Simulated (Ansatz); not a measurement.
The calculation used DFT PBE, scalar-relativistic, plane waves, PAW (Ansatz 0.2.0). Settings: cutoff 420 eV, Γ-centred meshes spaced at most about 0.3 Å⁻¹, and about 0.25 Å⁻¹ or finer for metals (2π included), Gaussian smearing. No spin polarisation in the final relaxations.

These are static total energies at zero pressure.

Two forms of Al3Sb2P were relaxed alike.

A. Space group P4/mmm (No. 123), tetragonal, a = 3.302 Å, c = 11.096 Å. Al on a site of symmetry 4mm is surrounded by 1 Al at 2.68 Å, 4 P at 2.69 Å, 4 Sb at 3.20 Å and 4 Al at 3.30 Å; Al on a site of symmetry 4/mmm is surrounded by 8 Sb at 3.09 Å and 4 Al at 3.30 Å; Sb has 8 Al at 3.09–3.20 Å, 4 Sb at 3.30 Å, 1 P at 3.53 Å and 1 Sb at 4.04 Å; P is surrounded by 8 Al at 2.69 Å, 4 P at 3.30 Å and 2 Sb at 3.53 Å.

B. Space group P3m1 (No. 156), trigonal, a = 3.726 Å, c = 11.012 Å. Al on its first site has 3 P at 2.38 Å and 3 Sb at 3.08 Å; Al on its second site has 3 Al at 2.81 Å and 3 Sb at 2.83 Å; around Al on its third site lie 3 Al at 2.81 Å and 3 Sb at 2.86 Å; Sb on its first site is surrounded by 3 Al at 2.86 Å and 3 P at 3.11 Å; P is surrounded by 3 Al at 2.38 Å and 3 Sb at 3.11 Å; 1 more site not described.

Problem. Which is lower in energy, and by how much?

Solution. B is lower, by 47 meV/atom. A has Sb and P ordered on caesium chloride sites, space group P4/mmm (No. 123), 20.2 Å³/atom and no gap on its mesh; B has space group P3m1 (No. 156), 22.1 Å³/atom and no gap. Counting P or Sb atoms around Al (for each partner element, those within 1.25 times its shortest distance or 1.15 times the sum of covalent radii, where it is the nearest in units of that sum or under 1.3; a plus sign parts groups by distance over the sum of covalent radii; the shortest distance is added where it exceeds 1.18 times the sum of covalent radii; a slash parts the counts of unlike sites), A has Al 8 from 2.7 Å/8 from 3.1 Å and B has Al 3/3+3. The lower one is the more open, so pressure narrows the difference. Even the lower one lies +0.10 eV/atom against the reference forms of the elements (uncorrected), so neither is stable at this level. Both come from invented guesses. A third cell relaxed alike, in P4mm, lies 22 meV/atom below the lower of the two.

These runs have no spin–orbit coupling, which can matter for Sb. Cells relaxed within their symmetry can be saddle points.
